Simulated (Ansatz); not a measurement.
## Mg$_{3}$ZnTe$_{4}$ (P3m1) at 3 levels of theory

One geometry, relaxed with PBE; plane waves with PAW potentials in Ansatz, scalar-relativistic. No spin polarisation. Gaps are the least over mesh and band path; pressure is positive in compression.

```yaml
crystal:
  lattice:
    - [4.53752, 0.00000, 0.00000]
    - [-2.26876, 3.92961, 0.00000]
    - [0.00000, 0.00000, 14.91083]
  atoms:
    - { symbol: Mg, position: [0.66667, 0.33333, 0.00492] }
    - { symbol: Mg, position: [0.66667, 0.33333, 0.49544] }
    - { symbol: Mg, position: [0.00000, 0.00000, 0.75029] }
    - { symbol: Zn, position: [0.00000, 0.00000, 0.25038] }
    - { symbol: Te, position: [0.66667, 0.33333, 0.19475] }
    - { symbol: Te, position: [0.66667, 0.33333, 0.68450] }
    - { symbol: Te, position: [0.00000, 0.00000, 0.43050] }
    - { symbol: Te, position: [0.00000, 0.00000, 0.93922] }
```

```csv
level,cutoff (eV),k mesh,gap (eV),pressure (GPa)
PBE,420,6×6×2,1.48,0.0
r2SCAN,500,6×6×2,1.98,-0.9
LDA,420,6×6×2,1.29,-2.6
```

Spin-orbit coupling matters for the bands of heavy elements and is left out.

The structure comes from a generated guess; another structure or a mixture of phases may lie lower.
